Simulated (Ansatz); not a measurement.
The start is a relaxed Li cell displaced along its unstable phonon at q = (½, ½, 0) of its primitive reciprocal cell (173i cm⁻¹), largest move 0.15 Å. The structure is fully relaxed (lattice and positions, P = 0) with PBEsol (plane waves to 420 eV, PAW, scalar-relativistic; Ansatz, a first-principles code). First-step values are on the input's coarse k-mesh.

Ansatz input (later rounds restart from its end on a renewed k-mesh):
Ansatz 0.2 input:
```yaml
crystal:
  lattice:
    - [5.4580421254, 0, 0]
    - [2.7290210627, 2.7290210627, 0]
    - [0, 0, 2.7290210627]
  atoms:
    - { symbol: Li, position: [0, 0, 0.0549647645] }
    - { symbol: Li, position: [0.5, 0, -0.0549647645] }
basis: { ecutwfc: 420, ecutrho_ratio: 4, xc_grid: 2, fft_grid_basis: typed }
kpoints: { mp_grid: { grid: [12, 12, 12] } }
hamiltonian:
  xc: pbesol
  dispersion: none
  pseudopotentials: { azcp: { folder: ./paw }, kind: paw }
scf: { occupations: { method: fermi_dirac, width: 0.05 } }
relax: { f_tol: 0.01, max_steps: 100, cell: { stress_tol: 0.02 } }
output: { forces: true, stress: true }
```

**Question.** How much energy is released per atom?

**Answer.** 0.11 eV/atom.

**Question.** Does it find its way back to the structure it was made from?

**Answer.** It does not go back: it reaches Im-3m (No. 229), bcc (W type), 0.12 eV/atom below the parent.

**Question.** How do the shortest distances between atoms change?

**Answer.** The closest pairs of elements (up to four, under 3.6 Å), start → end: Li–Li 2.73 → 2.97 Å.

Final values are on a 19×19×19 k-mesh of the relaxed cell. No spin polarisation in the result.

The run could not lose the symmetry of its start.

Of the parent cell (Pm-3m (No. 221)): it is a generated cell of Li: the first start was made by placing the elements on the sites of a structure type, and the end was not matched to a known phase here, so it may be hypothetical. Known forms of Li include space group No. 229.
